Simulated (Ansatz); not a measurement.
CsI (CsCl type)

```
CsI
1.0
    4.50797     0.00000     0.00000
    0.00000     4.50797     0.00000
    0.00000     0.00000     4.50797
Cs I
1 1
Direct
  0.00000   0.00000   0.00000
  0.50000   0.50000   0.50000
```

The volume is varied about the relaxed value V₀ at fixed cell shape. Symmetry pins the atoms to their sites.

The numbers are results of PBEsol (plane waves to 420 eV, PAW, scalar-relativistic; Ansatz, a program for electronic structure), not measurements. k mesh 7×7×7 (Γ-centred), Fermi-Dirac smearing 0.05 eV. E stands for the smeared free energy. Compression counts positive. CsI was relaxed with its symmetry unable to fall. Spin-orbit coupling is left out, though I is heavy. The zero of ΔE is the relaxed starting cell.

```tsv
V (Å³/atom)	ΔE (meV/atom)
43.057	withheld
43.744	4.0
44.431	1.7
45.118	0.4
45.805	0.0
46.492	0.4
47.179	1.6
47.866	3.5
48.553	5.9
```

Q: Fit a third-order Birch-Murnaghan form (E₀, V₀, B₀, B₀′ free) to the given rows and predict ΔE at V = 43.057.

A: Least squares on the 8 given rows: ΔE = E₀ + (9V₀B₀/16)·y²·[2 + (B₀′ − 4)y], y = (V₀/V)^(2/3) − 1, with V₀ = 45.777 Å³/atom, B₀ = 12.86 GPa (160.2 GPa = 1 eV/Å³; the term in eV is multiplied by 1000), B₀′ = 5.70, E₀ = 0.00 meV/atom; root-mean-square residual 0.02 meV/atom. At 43.057 the fit gives 7.4 meV/atom; the calculation gives 7.3 meV/atom, so the extrapolation is off by 0.1 (+1.4 %). For the pressure the fit gives 0.94 GPa against the computed 0.92 GPa.

(Under strain, the slope of the energy per volume gives the stress and its curvature an elastic modulus.)
